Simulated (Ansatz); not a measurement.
input.yaml

```yaml
crystal:
  lattice:
    - [-3.926891, 3.927638, -3.976419]
    - [3.992986, 3.900178, 3.882864]
    - [3.83391, -3.834083, -3.789882]
  atoms:
    - { symbol: Al, position: [0.0099857346, 0.2533001981, 0.7590152262] }
    - { symbol: Al, position: [0.4998052225, 0.0006914487, 0.5008466941] }
    - { symbol: Al, position: [0.2606286291, 0.2546632543, 0.5126122679] }
    - { symbol: Al, position: [0.5064823749, 0.7464646211, 0.7584377035] }
    - { symbol: Al, position: [0.9996722049, 0.5005117771, 0.5008555903] }
    - { symbol: Al, position: [0.4927828202, 0.254835911, 0.2432035248] }
    - { symbol: Al, position: [0.7388843677, 0.7465826251, 0.4891581104] }
    - { symbol: Al, position: [0.9996783117, 0.0006122282, 0.0009052195] }
    - { symbol: Al, position: [0.9895286419, 0.7479385501, 0.2428557036] }
    - { symbol: Al, position: [0.7423840292, 0.2533627984, 0.9954616693] }
    - { symbol: Al, position: [0.2569425456, 0.7479014962, 0.0061943664] }
    - { symbol: Cu, position: [0.2467490332, 0.9942896699, 0.747660434] }
    - { symbol: Cu, position: [0.7521779976, 0.5009359273, 0.7454390179] }
    - { symbol: Cu, position: [0.7530119424, 0.0072851514, 0.2542056625] }
    - { symbol: Cu, position: [0.2476168033, 0.5008718327, 0.2566482103] }
    - { symbol: Cu, position: [0.4996982033, 0.5005978805, 0.0009482608] }
basis:
  ecutwfc: 420
kpoints:
  mp_grid: { grid: [4, 5, 5] }
hamiltonian:
  xc: pbe
scf:
  occupations: { method: gaussian, width: 0.1 }
  n_extra_bands: 8
output:
  forces: true
  stress: true
  eigenvalues: true
  populations: true
  dos:
    method: { smearing: { sigma: 0.1, scheme: gaussian } }
    projected: true
    de: 0.02
```

Command:
```bash
ansatz run input.yaml --threads 4 --pin off --max-ram 9216MiB --backend cpu --events-out ev --progress --plain --runs-dir out
```

These are results of Ansatz 0.2.0, DFT PBE, scalar-relativistic, plane waves, PAW, not measurements.

Part of what the program printed, abridged:

```
scf.n_extra_bands = 8 over 64 filled bands (N_el = 128.0): the run solves 72 bands
Pseudopotentials: kind: paw
Pseudopotential: Al, paw, valence charge 3, recommended cutoff 420 eV (normal)
Pseudopotential: Cu, paw, valence charge 19, recommended cutoff 420 eV (normal)
Functional definition: PBE
Crystal: 16 atoms, lattice volume = 237.825 Å³
Basis set: ecut = 420 eV, 4631 PW (Γ), exchange–correlation on 96×96×90 points (8 copies of the dense FFT grid, shifted against one another)
Bands: 72, of which v1, the nominal top of the filled ones, is band 64 counted from 1 (63 counted from 0)
Symmetry: 1 space group operations
Space group: P1 (ITA 1), of the structure as read, at distance tolerance 6.2e-5 Å
k-points: 51 of 100 (time reversal used)
Initial density: superposition of atomic densities (neutral atoms: chi_scale 0, normalization atom), corrected by the library's trained network
Initial wavefunctions: pseudopotential atomic-orbital guess
Functional: x = pbe(κ = 0.804, μ = 0.21951497), c = pbe(β = 0.06672455)
SCF iter   1: F=—  HF=-39039.326213 eV  |F-HF|=—  |Δ(HF+E_count)|=         —  Δρ=2.29e-3  dr2=1.16e-2  ethr=1.77e-3  ⟨swp⟩=6.5  Hψ=14958  notcnv=0
SCF iter   2: F=—  HF=-39039.328669 eV  |F-HF|=—  |Δ(HF+E_count)|=   2.46e-3  Δρ=1.19e-3  dr2=2.64e-3  ethr=9.07e-6  ⟨swp⟩=2.0  Hψ=6477  notcnv=0
SCF iter   3: F=—  HF=-39039.328343 eV  |F-HF|=—  |Δ(HF+E_count)|=   3.26e-4  Δρ=5.04e-4  dr2=1.14e-3  ethr=2.07e-6  ⟨swp⟩=2.0  Hψ=5081  notcnv=0
SCF iter   4: F=—  HF=-39039.328258 eV  |F-HF|=—  |Δ(HF+E_count)|=   8.46e-5  Δρ=2.36e-4  dr2=2.43e-4  ethr=8.92e-7  ⟨swp⟩=1.9  Hψ=3735  notcnv=0
SCF iter   5: F=—  HF=-39039.328212 eV  |F-HF|=—  |Δ(HF+E_count)|=   4.63e-5  Δρ=1.20e-4  dr2=4.13e-5  ethr=1.90e-7  ⟨swp⟩=2.0  Hψ=5665  notcnv=0
SCF iter   6: F=—  HF=-39039.328141 eV  |F-HF|=—  |Δ(HF+E_count)|=   7.14e-5  Δρ=4.61e-5  dr2=5.30e-6  ethr=3.23e-8  ⟨swp⟩=2.0  Hψ=4653  notcnv=0
SCF iter   7: F=—  HF=-39039.328140 eV  |F-HF|=—  |Δ(HF+E_count)|=   5.23e-7  Δρ=6.64e-6  dr2=1.74e-7  ethr=4.14e-9  ⟨swp⟩=2.0  Hψ=5775  notcnv=0
SCF iter   8: F=-39039.328140 eV  HF=-39039.328140 eV  |F-HF|=2.71e-8  |Δ(HF+E_count)|=   6.93e-9  Δρ=5.38e-6  dr2=4.62e-8  ethr=7.81e-11  ⟨swp⟩=8.1  Hψ=13933  notcnv=0
SCF 1 converged in 8 iterations: F = -39039.328140 eV  dr2 = 4.62e-8
SCF converged after 8 iterations
Free energy (F): -39039.328140 eV
Harris-Foulkes:  -39039.328140 eV  (|F-HF|=2.71e-8)
Internal energy: -39039.296473 eV  (E = F + TS)
E sigma→0 (E₀):  -39039.312306 eV
Entropy (-TS):   -0.031667 eV (-1.979 meV/atom)
Fermi energy:    10.428388 eV
--- Per-component energies (eV) ---
  E_band       = -2272.209059
  E_kinetic    = 1751.401459
  E_local      = -29971.315230  (includes V_loc(G=0)·N_el)
  E_nonlocal   = 2054.513560
  E_hartree    = 13540.724589
  E_xc         = -886.193312
  E_vxc        = -898.149442  (∫ρ·V_xc dr)
  E_paw        = -13450.154351  (= ΣΔE_a)
  E_vpaw       = -2290.150907  (= ΣTr[D̂ρ^β])
  E_aug_tail   = 0.001385  (compensation charges beyond the density's cutoff)
  E_ewald      = -12078.274574
  E_smearing   = -0.031667  (= −TS)
--- Forces (eV/Å), atoms counted from 1 ---
  atom   1  Al    -0.02037308     0.04365511    -0.00985442
  atom   2  Al    -0.00017039     0.00036323     0.00042866
  atom   3  Al     0.03407957    -0.08146127    -0.00097964
  atom   4  Al     0.10559063    -0.03885049    -0.01523622
  atom   5  Al     0.00072217     0.00130516     0.00153527
  atom   6  Al    -0.10565295     0.03838313     0.01090378
  atom   7  Al    -0.03158164     0.08273905     0.00031162
  atom   8  Al     0.00039579     0.00007058     0.00096196
  atom   9  Al     0.02095136    -0.04292640     0.00915522
  atom  10  Al     0.04024657    -0.04211744    -0.00429630
  atom  11  Al    -0.03995183     0.04383553     0.00209068
  atom  12  Cu    -0.02255169    -0.03063606    -0.00302268
  atom  13  Cu    -0.01265418     0.00655829    -0.02179631
  atom  14  Cu     0.02124058     0.02645166     0.00409898
  atom  15  Cu     0.00982289    -0.01028316     0.02353173
  atom  16  Cu    -0.00011395     0.00291353     0.00216829
--- Stress (GPa, compression-positive) ---
        0.026220      -0.774088      -0.624803
       -0.774088      -0.186498       0.102272
       -0.624803       0.102272      -0.722650
  P = ⅓ Tr σ = -0.2943 GPa (-2.943 kbar)
--- Band table (eV; the first three rows and the last of 51) ---
  k-point 0: bands = ["-102.8876", "-102.8875", "-102.8828", "-102.8632", "-102.8631", "-60.3026", "-60.2705", "-60.2703", "-60.2540", "-60.2540", "-60.2500", "-60.2498", "-60.2347", "-60.2328", "-60.2260", "-60.2247", "-60.2239", "-60.2153", "-60.2107", "-60.2083", "-0.6070", "3.3084", "3.3588", "3.4330", "3.9176", "3.9255", "4.0778", "4.1468", "4.2609", "4.4501", "4.6885", "4.7180", "4.8103", "5.9968", "6.1960", "6.5143", "6.5267", "6.5532", "6.6692", "6.6736", "6.7186", "6.7250", "6.7425", "6.8682", "6.8781", "7.0342", "7.1209", "7.1294", "7.1412", "7.1878", "7.1929", "7.2173", "7.2198", "7.2592", "7.4605", "7.4919", "7.6848", "7.7428", "8.1910", "8.2295", "8.3820", "10.4323", "11.2033",  ...
  k-point 1: bands = ["-102.8876", "-102.8875", "-102.8828", "-102.8632", "-102.8631", "-60.3026", "-60.2705", "-60.2703", "-60.2540", "-60.2540", "-60.2500", "-60.2498", "-60.2347", "-60.2328", "-60.2260", "-60.2246", "-60.2239", "-60.2153", "-60.2107", "-60.2083", "-0.4070", "2.4191", "2.9332", "3.1282", "3.5310", "3.5716", "4.0761", "4.2154", "4.7449", "5.0487", "5.3080", "5.3951", "5.7893", "5.9289", "6.0848", "6.5173", "6.5245", "6.5305", "6.6342", "6.6760", "6.6818", "6.7225", "6.7698", "6.7840", "6.8254", "7.0126", "7.0413", "7.0949", "7.1450", "7.1622", "7.1779", "7.2396", "7.3363", "7.4140", "7.5441", "7.5868", "7.7477", "7.8105", "7.9300", "7.9861", "8.5551", "10.9333", "11.0269",  ...
  k-point 2: bands = ["-102.8876", "-102.8875", "-102.8828", "-102.8632", "-102.8631", "-60.3026", "-60.2706", "-60.2703", "-60.2540", "-60.2540", "-60.2500", "-60.2498", "-60.2347", "-60.2328", "-60.2261", "-60.2246", "-60.2239", "-60.2153", "-60.2107", "-60.2083", "0.1853", "1.1627", "2.6182", "2.8204", "3.1620", "3.2107", "4.5566", "4.6970", "5.2864", "5.4100", "5.7397", "5.8644", "6.0026", "6.2095", "6.2626", "6.4640", "6.4871", "6.5021", "6.5391", "6.5989", "6.6633", "6.6737", "6.7055", "6.7413", "6.8425", "6.9477", "6.9961", "7.1103", "7.1538", "7.1902", "7.2410", "7.2559", "7.3182", "7.4332", "7.5104", "7.7985", "8.0375", "8.1389", "8.1988", "9.3161", "9.4372", "9.5712", "9.8039", "9. ...
  k-point 50: bands = ["-102.8876", "-102.8875", "-102.8828", "-102.8632", "-102.8631", "-60.3026", "-60.2706", "-60.2703", "-60.2540", "-60.2540", "-60.2500", "-60.2498", "-60.2347", "-60.2327", "-60.2261", "-60.2246", "-60.2239", "-60.2153", "-60.2107", "-60.2083", "0.6706", "1.1174", "1.5877", "2.6854", "3.1076", "3.6303", "3.9585", "4.6022", "5.1750", "5.7876", "6.0552", "6.2214", "6.3069", "6.3103", "6.3531", "6.3884", "6.4544", "6.4940", "6.5165", "6.5501", "6.6414", "6.6615", "6.7068", "6.8189", "6.8606", "6.9826", "7.0541", "7.0720", "7.0857", "7.1086", "7.1585", "7.2110", "7.2468", "7.2795", "7.6274", "8.6555", "8.7245", "8.9880", "9.0643", "9.2210", "9.5076", "9.6992", "9.8454", "9 ...
--- Löwdin populations: 16 sites ---
  site symbol q [e]
     0     Al      3.2075
     1     Al      3.1546
     2     Al      3.2254
     3     Al      3.2201
     4     Al      3.1352
     5     Al      3.2201
     6     Al      3.2255
     7     Al      3.1563
     8     Al      3.2077
     9     Al      3.2157
    10     Al      3.2157
    11     Cu     18.3804
    12     Cu     18.3785
    13     Cu     18.3804
    14     Cu     18.3785
    15     Cu     18.3693
  spilling = 0.007258 (of n_electrons = 128.000000)
```

The run converged.

It took 13 s on 4 threads of Intel(R) Xeon(R) 6975P-C (Granite Rapids), on a shared host, peak memory 1.1 GiB.

The k mesh is coarse.